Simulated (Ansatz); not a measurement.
GdHSe:
```
GdHSe
1.0
    3.88226     0.00000     0.00000
   -1.94113     3.36213     0.00000
    0.00000     0.00000     3.95382
Gd H Se
1 1 1
Cartesian
  0.00000   0.00000   0.00000
  0.00000   2.24142   0.00000
  1.94113   1.12071   1.97691
```
The run is spin-polarised; directions of the spins, atom by atom: ↑ 0 0.

Relaxed with r²SCAN.

Question: Give the Bader charges and basin volumes of the independent atoms, r²SCAN (plane waves, PAW; program Ansatz).

Answer: 

| atom | Bader charge (e) | Bader volume (Å³) |
|---|---|---|
| Gd1 | +1.82 | 16.1 |
| H2 | -0.61 | 7.6 |
| Se3 | -1.21 | 27.9 |

Space group P-6m2. The workflow started from a Materials Project entry (that database holds measured and hypothetical structures alike); the Crystallography Open Database copy checked does not list it. Whether it is the stable phase at ambient conditions was not checked. Symmetry was held in the r²SCAN relaxation; whether a distortion lowers the energy is not shown. Spin order of the final state: ferromagnetic, chosen from 4 collinear starts compared on coarse meshes (ties went to the first, and starts can fall back to one state), not a proven ground state. The 4f shell is in the valence, and the state reached may lie above the lowest one. Other orbital occupations within this spin state were not tried. No Hubbard U is applied. Spin–orbit coupling is left out wherever it is not named.

Potentials: the later of the program's two PAW sets.
